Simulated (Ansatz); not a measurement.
CaGaGe squeezed and stretched

A database entry relaxed whole under r2SCAN (P6_3/mmc):

```yaml
crystal:
  lattice:
    - [4.18264, 0.00000, 0.00000]
    - [-2.09132, 3.62227, 0.00000]
    - [0.00000, 0.00000, 17.55862]
  atoms:
    - { symbol: Ca, position: [0.00000, 0.00000, 0.25000] }
    - { symbol: Ca, position: [0.00000, 0.00000, 0.75000] }
    - { symbol: Ca, position: [0.00000, 0.00000, 0.00000] }
    - { symbol: Ca, position: [0.00000, 0.00000, 0.50000] }
    - { symbol: Ga, position: [0.33333, 0.66667, 0.15075] }
    - { symbol: Ga, position: [0.66667, 0.33333, 0.65075] }
    - { symbol: Ga, position: [0.33333, 0.66667, 0.34925] }
    - { symbol: Ga, position: [0.66667, 0.33333, 0.84925] }
    - { symbol: Ge, position: [0.33333, 0.66667, 0.61111] }
    - { symbol: Ge, position: [0.66667, 0.33333, 0.11111] }
    - { symbol: Ge, position: [0.33333, 0.66667, 0.88889] }
    - { symbol: Ge, position: [0.66667, 0.33333, 0.38889] }
```

The cell was scaled uniformly, its shape held, and the atoms relaxed at each volume with plane-wave PAW DFT (Ansatz 0.2.0; r2SCAN, 500 eV, 9×9×2 Γ-centred mesh, fermi-dirac occupations of width 0.100 eV; no spin, no spin-orbit coupling). One row is withheld.

| volume (Å³/atom) | energy over the lowest (meV/atom) | pressure (GPa) |
| --- | --- | --- |
| 20.839 | 16.0 | 4.11 |
| 21.282 | 6.8 | 2.58 |
| 21.725 | ? | ? |
| 22.169 | 0.0 | -0.02 |
| 22.612 | 1.6 | -1.12 |
| 23.055 | 6.2 | -2.10 |
| 23.499 | 13.3 | -2.98 |

Question: Fit the pressures of the other rows to the third-order Birch-Murnaghan form.

Answer: With f = [(V₀/V)^(2/3) − 1]/2 and P = 3B₀f(1 + 2f)^(5/2)[1 + 3(B₀′ − 4)f/2], least squares gives V₀ = 22.16 Å³ an atom, B₀ = 58.1 GPa and B₀′ = 4.6; the rows miss the fit by less than 0.01 GPa. The slope of the energies differs from these pressures by less than 0.05 GPa.

Question: What does the withheld row hold?

Answer: The fit gives 1.21 GPa at 21.725 Å³; the run gave 1.21 GPa and 1.6 meV an atom.

Caveats: the shape of the cell was held, so B₀ is an upper bound where the axes differ in stiffness; 0 K, fixed nuclei; the symmetry was kept, and this need not be the phase that is stable at 0 K; one mesh for all volumes; every run is gapless at this level; pressure is positive in compression.
